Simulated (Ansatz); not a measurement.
**Structure relaxation, KF**

The start is a relaxed KF cell with every coordinate shifted by Gaussian noise of σ = 0.3 Å. The cell and all atomic positions are relaxed at zero pressure with PBEsol (plane waves to 420 eV, PAW, scalar-relativistic; Ansatz, a first-principles code). The first steps use a coarse 8×8×8 k-mesh.

Input geometry:
```
CELL_PARAMETERS angstrom
      0.00000     2.65307     2.65307
      2.65307     0.00000     2.65307
      2.65307     2.65307     0.00000
ATOMIC_POSITIONS crystal
  F  0.81017 0.13266 0.00091
  K  0.41568 0.52440 0.50042
```

- Energy released = 0.068 eV/atom
- Relative to the parent = It relaxes back to the parent, Fm-3m (No. 225)
- Shortest distances (start → end) = The closest pairs of elements (up to four, under 3.6 Å), start → end: F–K 2.38 → 2.65 Å
- Band gap at the end = 6.15 eV, direct at Γ (no spin-orbit coupling)
- Optimiser moves = 4

The end point of the relaxation:

```cif
data_F4K4
_chemical_formula_sum 'F4 K4'
_space_group_name_H-M_alt 'Fm-3m'
_space_group_IT_number 225
_space_group_name_Hall '-F 4 2 3'
_cell_length_a 5.30629
_cell_length_b 5.30629
_cell_length_c 5.30629
_cell_angle_alpha 90.000
_cell_angle_beta 90.000
_cell_angle_gamma 90.000
loop_
_atom_site_label
_atom_site_type_symbol
_atom_site_symmetry_multiplicity
_atom_site_Wyckoff_symbol
_atom_site_fract_x
_atom_site_fract_y
_atom_site_fract_z
_atom_site_occupancy
F1 F 4 a 0.00000 0.00000 0.00000 1
K1 K 4 b 0.50000 0.50000 0.50000 1
```
(The calculation used a cell of 2 atoms; values per cell refer to that cell.)

Final values are on a 11×11×11 k-mesh of the relaxed cell. No spin polarisation in the result.
